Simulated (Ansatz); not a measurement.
An Ansatz (a program for electronic structure) run. Input:

Ansatz 0.2 input:
```yaml
crystal:
  lattice:
    - [0.0, 1.9953610968, 1.9953610968]
    - [1.9953610968, 0.0, 1.9953610968]
    - [1.9953610968, 1.9953610968, 0.0]
  atoms:
    - { symbol: Al, position: [0.0, 0.0, 0.0] }
kpoints:
  mp_grid: { grid: [18, 18, 18] }
hamiltonian:
  xc: r2scan
  pseudopotentials: { azcp: { folder: ./paw }, kind: paw }
scf:
  occupations: { method: gaussian, width: 0.1 }
checkpoint: { read: metal.run }
output: { bader: true, populations: true }
```

Output (shortened):

```
Pseudopotentials: kind: paw
Pseudopotential: Al, paw, valence charge 3
Functional definition: r2SCAN
Crystal: 1 atoms, lattice volume = 15.889 Å³
Basis set: ecut = 500 eV, 411 PW (Γ), exchange–correlation on 96×96×96 points (64 copies of the dense FFT grid, shifted against one another)
Bands: 10, of which v1, the nominal top of the filled ones, is band 2 counted from 1 (1 counted from 0)
Symmetry: 48 space group operations
Space group: Fm-3m (ITA 225), of the structure as read, at distance tolerance 2.5e-5 Å
k-points: 195 of 5832
PAW frozen core: Al, regenerated for the run's functional
Initial density: read from a saved state, or passed on in memory by an earlier SCF of this step, an earlier step, the calling program or the single point that …
Stability of the state it starts from, as read at its close in the unpolarized treatment …
Initial wavefunctions: pseudopotential atomic-orbital guess
Eigensolver: davidson
Functional: x = r2scan, c = r2scan; τ floored in thin density (d = 2e-4 eV/Å³)
iter 1 solved again at ethr=2.86e-9 eV; its pass at ethr=3.10e-3 eV (dr2=8.57e-8 eV) is discarded
SCF iter   1: F=—  HF=-540.411718 eV  |F-HF|=—  |Δ(HF+E_count)|=         —  Δρ=1.04e-7  dr2=1.14e-12  dr2_τ=2.45e-14  ethr=2.86e-9  ⟨swp⟩=3.4  Hψ=18408  notcnv=0
all-band conjugate gradients solve this SCF's bands
preconditioner: auto → none
SCF iter   2: F=-540.411718 eV  HF=-540.411718 eV  |F-HF|=3.41e-13  |Δ(HF+E_count)|=  6.03e-12  Δρ=5.63e-8  dr2=3.42e-13  dr2_τ=2.96e-15  ethr=1.00e-12  ⟨swp⟩=3.8  Hψ=6581  notcnv=0
SCF 1 converged in 2 iterations: F = -540.411718 eV  dr2 = 3.42e-13
SCF converged after 2 iterations
Free energy (F): -540.411718 eV
Harris-Foulkes:  -540.411718 eV  (|F-HF|=3.41e-13)
Internal energy: -540.409180 eV  (E = F + TS)
E sigma→0 (E₀):  -540.410449 eV
Entropy (-TS):   -0.002538 eV (-2.538 meV/atom)
Fermi energy:    8.363302 eV
--- Per-component energies (eV) ---
  E_band       = 10.618835
  E_kinetic    = 23.246049
  E_local      = 11.396615  (includes V_loc(G=0)·N_el)
  E_nonlocal   = 9.407566
  E_hartree    = 0.122693
  E_xc         = -35.188281
  E_vxc        = -31.606817  (∫ρ·V_xc dr)
  E_paw        = -474.888105  (= ΣΔE_a)
  E_vpaw       = -3.295000  (= ΣTr[D̂ρ^β])
  E_aug_tail   = 0.000000  (compensation charges beyond the density's cutoff)
  E_vtau       = 1.225036  (kinetic-family band-sum trace: ∫τ·v_τ [+ j·A + Jᵃ·Aᵃ] dr)
  E_ewald      = -74.445610
  E_core_change = -0.060108  (= ΣΔE_core)
  E_smearing   = -0.002538  (= −TS)
  E_closure    =  0.000000  (closes the sum)
  Σ components = -540.411718   (vs F -540.411718, Δ=0.00e0)
  [band-id]    e_kinetic+e_local+e_nonlocal+2·e_hartree+e_vxc+e_vpaw+e_augmentation_tail+e_vtau = 10.618836   (vs E_band 10.618835, Δ=1.82e-7)
--- Band table (eV; the first three rows and the last of 195) ---
  k-point 0: bands = ["-3.7423", "21.8402", "21.8402", "21.8402", "24.1300", "24.1300", "24.1300", "26.0320", "29.1990", "29.1990"]
  k-point 1: bands = ["-3.6511", "20.3403", "21.5970", "21.5970", "24.5177", "24.5177", "24.5672", "27.0229", "28.6992", "28.6992"]
  k-point 2: bands = ["-3.3778", "17.9732", "21.1333", "21.1333", "24.5377", "25.3944", "25.3944", "27.6245", "27.6245", "29.2293"]
  k-point 194: bands = ["6.8901", "7.8952", "8.2040", "10.2700", "24.0097", "25.8399", "26.9405", "29.0213", "37.2315", "42.6680"]
  band table: 10 of 10 bands, residual norms ≤ 1.0e-3 eV
--- Löwdin populations: 1 site ---
  site symbol       q [e]
     0     Al      2.9512
  spilling = 0.016253 (of n_electrons = 3.000000)
--- Bader charges: 1 site ---
  site symbol  charge [e]  shift [e]
     0     Al      0.0000     0.0000
  shift: an alarm, by how much a part of what the PAW files miss would move the charge. Where it is large, compare
  with a run on PAW files of another source; a small one proves nothing
  estimated error of the sums over rays = 4.0e-8 e
```

Cost: roughly 5 core-seconds on shared cores.

The r²SCAN relaxation kept the symmetry of its start.

Potentials: the earlier of the program's two PAW sets.

Ansatz is a plane-wave DFT program.
